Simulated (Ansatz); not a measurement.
HfSiSe:
```xyz
6
Lattice="3.5291 0.0000 0.0000 0.0000 3.5291 0.0000 0.0000 0.0000 9.2858" Properties=species:S:1:pos:R:3 pbc="T T T"
Hf     0.0000     1.7645     2.1285
Hf     1.7645     0.0000     7.1573
Si     0.0000     0.0000     0.0000
Si     1.7645     1.7645     0.0000
Se     0.0000     1.7645     6.0157
Se     1.7645     0.0000     3.2701
```

Relaxed with r²SCAN.

Task: Map the valence electron density (e/Å³), cut off at 1 on the plane through (0.000, 0.500, 0.229) spanned by u = [1, 0, 0] and v = [0, 0, 1] in lattice vectors, from DFT-r²SCAN in the program Ansatz with PAW potentials.

Result: x is the fraction of u, y of v (the angle between them is 90°; rows are the nearest grid lines); atoms in the plane: Hf at (0.00, 0.00), Si at (0.50, 0.77), Se at (0.00, 0.42).
```
y \ x   0.000  0.111  0.167  0.278  0.389  0.444  0.556  0.611  0.722  0.833  0.889   1.00
------  -----  -----  -----  -----  -----  -----  -----  -----  -----  -----  -----  -----
1.00     1.00   1.00   1.00  0.740  0.170  0.149  0.149  0.170  0.740   1.00   1.00   1.00
0.925    1.00   1.00   1.00  0.336  0.246  0.240  0.240  0.246  0.336   1.00   1.00   1.00
0.850   0.220  0.252  0.290  0.393  0.458  0.453  0.453  0.458  0.393  0.290  0.252  0.220
0.775   0.167  0.213  0.270  0.378  0.178  0.072  0.072  0.178  0.378  0.270  0.213  0.167
0.700   0.084  0.115  0.155  0.286  0.401  0.414  0.414  0.401  0.286  0.155  0.115  0.084
0.625   0.062  0.073  0.088  0.146  0.223  0.253  0.253  0.223  0.146  0.088  0.073  0.062
0.550   0.279  0.255  0.229  0.179  0.153  0.149  0.149  0.153  0.179  0.229  0.255  0.279
0.450    1.00   1.00   1.00  0.568  0.226  0.160  0.160  0.226  0.568   1.00   1.00   1.00
0.375    1.00   1.00   1.00  0.444  0.150  0.098  0.098  0.150  0.444   1.00   1.00   1.00
0.300   0.411  0.325  0.248  0.115  0.050  0.037  0.037  0.050  0.115  0.248  0.325  0.411
0.225   0.059  0.054  0.050  0.042  0.039  0.039  0.039  0.039  0.042  0.050  0.054  0.059
0.150   0.077  0.075  0.075  0.081  0.093  0.096  0.096  0.093  0.081  0.075  0.075  0.077
0.0750   1.00   1.00   1.00  0.244  0.148  0.144  0.144  0.148  0.244   1.00   1.00   1.00
0.000    1.00   1.00   1.00  0.740  0.170  0.149  0.149  0.170  0.740   1.00   1.00   1.00
```

The density is the valence pseudo-density with augmentation charge, so density and ELF within about 1 Å of a nucleus are not all-electron values.

Space group P4/nmm. The workflow started from an entry of the Crystallography Open Database (COD). Whether it is the stable phase at ambient conditions was not checked. The cell was relaxed with r²SCAN under the symmetry of its start; its stability against distortions is not shown here. No spin polarisation was allowed. Scalar-relativistic: spin–orbit coupling is off unless named, which matters more the heavier the elements.

Potentials: the later of the program's two PAW sets.
